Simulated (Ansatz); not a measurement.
AlGaN2 in space group P-4m2 (No. 115; Al on 1c, Ga on 1a, N on 2g), the program Ansatz at the LDA level (PAW), all energies at zero smearing, with the estimated change up to a 700 eV cutoff added, with one set of potentials and settings (totals compare only within such a set). Cell of 4 atoms (1 Al, 1 Ga, 2 N): -4971.909 eV.

| element | reference phase | E (eV/atom) |
|---|---|---|
| Al | Fm-3m, 1 atoms in the cell | -512.8755 |
| Ga | Cmce, 4 atoms in the cell | -3706.9815 |
| N | P4_2/mnm, 4 atoms in the cell | -373.6497 |

Formation energy per atom, worked out: (-4971.909 − 1×(-512.8755) − 1×(-3706.9815) − 2×(-373.6497))/4 = -1.188 eV/atom (-115 kJ per mol of atoms), at 0 K, without zero-point energy or fitted corrections.

The workflow started from a Materials Project entry (that database holds measured and hypothetical structures alike); the Crystallography Open Database copy checked does not list it. With Al and Ga taken as one species the cell has the higher symmetry F-43m, so it may be an ordered model of a mixed-site phase. Its standing as an ambient phase is unchecked. Symmetry was held in the LDA relaxation; phonons on a q-mesh show no instability. The references are the lowest solids computed at this level, not always the standard phases (solids in place of the gases).

Potentials: the later of the program's two PAW sets.
